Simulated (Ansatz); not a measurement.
# HfIn4SiO6: changing the functional

```
Hf In Si O
1.0
     5.27743    0.00000    0.00000
    -2.63872    4.57039    0.00000
     0.00000    0.00000   10.55905
Hf In Si O
1 4 1 6
Direct
  0.66667 0.33333 0.00000
  0.00000 0.00000 0.30446
  0.00000 0.00000 0.69554
  0.33333 0.66667 0.78919
  0.33333 0.66667 0.21081
  0.00000 0.00000 0.00000
  0.97300 0.70496 0.89972
  0.29504 0.02700 0.10028
  0.29504 0.26804 0.89972
  0.73196 0.70496 0.10028
  0.73196 0.02700 0.89972
  0.97300 0.26804 0.10028
```

The cell comes from a database or a generator and needn't be the stable form of this composition.

Kept alike: task band structure; k mesh 6 × 6 × 3; occupations fermi-dirac, width 0.05 eV; no spin polarisation. Program: Ansatz, Ansatz PAW. Cutoffs run from 420 to 500 eV. The mesh is that of the run's cell of 12 atoms. No spin-orbit coupling.

```csv
functional,pressure (GPa)
PBE,0.00
PBEsol,-3.01
r2SCAN,-3.01
```

Pressure is positive in compression, with a Pulay correction for the finite cutoff. For a metal such a mesh leaves the last digits unconverged. All rows use potentials made for PBE.

The pressure runs from -3.01 (PBEsol; r2SCAN) to 0.00 GPa (PBE). From PBE: PBEsol -3.01; r2SCAN -3.01.
